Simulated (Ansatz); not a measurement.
# What DFT gives for CdHClO

```
Cd O Cl H
1.0
     3.66050    0.00000    0.00000
    -1.83025    3.17009    0.00000
     0.00000    0.00000   10.21849
Cd O Cl H
2 2 2 2
Direct
  0.33330 0.66670 0.00791
  0.66660 0.33330 0.50791
  0.00000 0.00000 0.08920
  0.00000 0.00000 0.58920
  0.33330 0.66670 0.34330
  0.66660 0.33330 0.84330
  0.00000 0.00000 0.18000
  0.00000 0.00000 0.68000
```

The numbers come from plane-wave PAW DFT (Ansatz): r2SCAN, no spin polarisation, 500 eV, 8×8×3 Γ-centred k points, gaussian occupations (width 0.0718 eV). Nothing was relaxed.

Which atom feels the largest force, and which way?

The largest is on O3 (and as large on other atoms): 2.28 eV/Å, components (0.00, 0.00, -2.28). It makes 180° with the line to a nearest neighbour, H7 at 0.93 Å, pointing away from it.

What is the band gap?

The gap is 3.21 eV, direct at the points sampled.

Which element gives electrons and which takes them?

Bader charges in e: Cd +1.31, H +0.60, Cl -0.67, O -1.24. In the mean Cd gives up most and O takes most.

What is the character of the valence top and the conduction bottom?

Within 0.7 eV of the edges, the states project mainly on Cl p (57 %) and O p (34 %) below the gap and on Cd s (59 %) above it.

Origin: a database entry at a rescaled volume. Caveats: forces this large suggest misplaced atoms in the database entry; atoms or cell far from equilibrium.
